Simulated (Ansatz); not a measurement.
The start is a randomly generated symmetric cell of WC (space group No. 10). A full variable-cell relaxation at zero pressure is run with PBEsol (plane waves to 420 eV, PAW, scalar-relativistic; Ansatz, a program for electronic structure). The first steps use a coarse 10×8×6 k-mesh.

Initial structure:
```yaml
crystal:
  lattice:
    - [2.31597, 0.00000, 0.00000]
    - [0.00000, 2.84110, 0.00000]
    - [-0.52494, 0.00000, 3.93017]
  atoms:
    - { symbol: C, position: [0.50000, 0.00000, 0.50000] }
    - { symbol: W, position: [0.00000, 0.50000, 0.50000] }
```

Problem. Does the structure survive the relaxation? Give the final space group.

Solution. The space group goes from P2/m (No. 10) to P4/mmm (No. 123), with 2 atoms in the primitive cell.

Problem. By how much does the energy per atom fall from start to end?

Solution. About 2.7 eV/atom.

Problem. How does the volume per atom move from start to end?

Solution. -1.9 %, from 12.93 to 12.69 Å³/atom.

Problem. How do the shortest distances between atoms change?

Solution. The closest pairs of elements (up to four, under 3.6 Å), start → end: C–W 1.83 → 2.07 Å; C–C 2.32 → 2.92 Å; W–W 2.32 → 2.92 Å.

Problem. Is the relaxed structure metallic? Give its gap.

Solution. Zero (metallic).

Problem. Write out the relaxed structure.

Solution. 
```cif
data_CW
_chemical_formula_sum 'C1 W1'
_space_group_name_H-M_alt 'P4/mmm'
_space_group_IT_number 123
_space_group_name_Hall '-P 4 2'
_cell_length_a 2.92067
_cell_length_b 2.92067
_cell_length_c 2.97472
_cell_angle_alpha 90.000
_cell_angle_beta 90.000
_cell_angle_gamma 90.000
loop_
_atom_site_label
_atom_site_type_symbol
_atom_site_symmetry_multiplicity
_atom_site_Wyckoff_symbol
_atom_site_fract_x
_atom_site_fract_y
_atom_site_fract_z
_atom_site_occupancy
C1 C 1 d 0.50000 0.50000 0.50000 1
W1 W 1 b 0.00000 0.00000 0.50000 1
```

Final values are on a 16×16×16 k-mesh of the relaxed cell. The start holds a very short contact (C–W 1.83 Å). No spin polarisation in the result.

The run could not lose the symmetry of its start, so the end can be a saddle point.

All atoms sit on sites fixed by symmetry, so only the cell could relax.

The relaxed structure here is a generated cell of WC: the first start was made by a random draw of sites in a space group, and the end was not matched to a known phase here, so it may be hypothetical. Known forms of WC include space group No. 187.
